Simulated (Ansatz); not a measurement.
A geometry of Te₂Mo away from equilibrium: step 3 of the relaxation of a generated cell, Te2Mo placed in the 2H-MoS2 structure type. Computed with r2SCAN (plane waves to 500 eV, PAW, scalar-relativistic; Ansatz, an electronic-structure program). Γ-centred k-mesh 7×7×2 on the run's cell (coarser than for final values), Fermi–Dirac smearing 0.05 eV. The plane waves were selected for a different cell earlier on the path.

```yaml
crystal:
  lattice:
    - [3.50860, 0.00000, 0.00000]
    - [-1.75430, 3.03854, 0.00000]
    - [0.00000, 0.00000, 14.54682]
  atoms:
    - { symbol: Mo, position: [0.33333, 0.66667, 0.25000] }
    - { symbol: Mo, position: [0.66667, 0.33333, 0.75000] }
    - { symbol: Te, position: [0.33333, 0.66667, 0.62234] }
    - { symbol: Te, position: [0.66667, 0.33333, 0.12234] }
    - { symbol: Te, position: [0.66667, 0.33333, 0.37766] }
    - { symbol: Te, position: [0.33333, 0.66667, 0.87766] }
```

### Question
What forces act on the atoms (eV/Å)?

### Answer
```csv
atom,Fx,Fy,Fz
Mo1,0.00,0.00,0.00
Mo2,0.00,0.00,0.00
Te3,0.00,0.00,0.68
Te4,0.00,0.00,0.68
Te5,0.00,0.00,-0.68
Te6,0.00,0.00,-0.68
```

The path ends in P6₃/mmc (No. 194) (AFLOW prototype AB2_hP6_194_c_f (C7, as in MoS2)). No spin polarisation in the result. Without a van der Waals term the distances between weakly bound units are poorly fixed.

The run could not lose the symmetry of its start; a randomly shaken copy of 6 atoms returns to this structure.
